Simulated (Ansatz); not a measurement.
**Is this ZnCd₂Se₃ structure a true minimum?**

The structure comes from a generated guess, relaxed at this level; another structure or a mixture of phases may lie lower.

Theory: DFT PBE, scalar-relativistic, plane waves, PAW (Ansatz 0.2.0). Cutoff 420 eV; k points 12×12×2 on the computed 12-atom cell (Γ-centred); Gaussian smearing, width 0.02 eV; no spin polarisation.

The cell below (12 atoms, space group P3m1 (No. 156)) is relaxed within its symmetry.

```cif
data_structure
_symmetry_space_group_name_H-M 'P 1'
_symmetry_Int_Tables_number 1
_cell_length_a 4.2617
_cell_length_b 4.2617
_cell_length_c 21.0997
_cell_angle_alpha 90.000
_cell_angle_beta 90.000
_cell_angle_gamma 120.000
_cell_volume 331.87
loop_
_atom_site_label
_atom_site_type_symbol
_atom_site_fract_x
_atom_site_fract_y
_atom_site_fract_z
_atom_site_occupancy
Zn1 Zn 0.00000 0.00000 0.99282 1
Zn2 Zn 0.66667 0.33333 0.84009 1
Cd1 Cd 0.00000 0.00000 0.33088 1
Cd2 Cd 0.00000 0.00000 0.67806 1
Cd3 Cd 0.66667 0.33333 0.15734 1
Cd4 Cd 0.66667 0.33333 0.50434 1
Se1 Se 0.00000 0.00000 0.11065 1
Se2 Se 0.00000 0.00000 0.45751 1
Se3 Se 0.00000 0.00000 0.80510 1
Se4 Se 0.66667 0.33333 0.28401 1
Se5 Se 0.66667 0.33333 0.63095 1
Se6 Se 0.66667 0.33333 0.95825 1
```

For the test it was strained at random (σ = 1.5 % a component), the atoms were moved at random (σ = 0.10 Å), and all was relaxed again on a coarse 6×6×1 mesh (in the run’s order of axes) with 0.10 eV smearing, with no symmetry imposed.

Q: Does it come back?

A: It returns, within 1 meV/atom of the unmoved cell on that mesh and with the same symmetry when read at 0.1 Å (Cm at 0.01 Å, so small strains and shifts remain). So it is stable against the distortions that fit this cell and that this random move excites. Modes that don't fit the cell aren't tested.
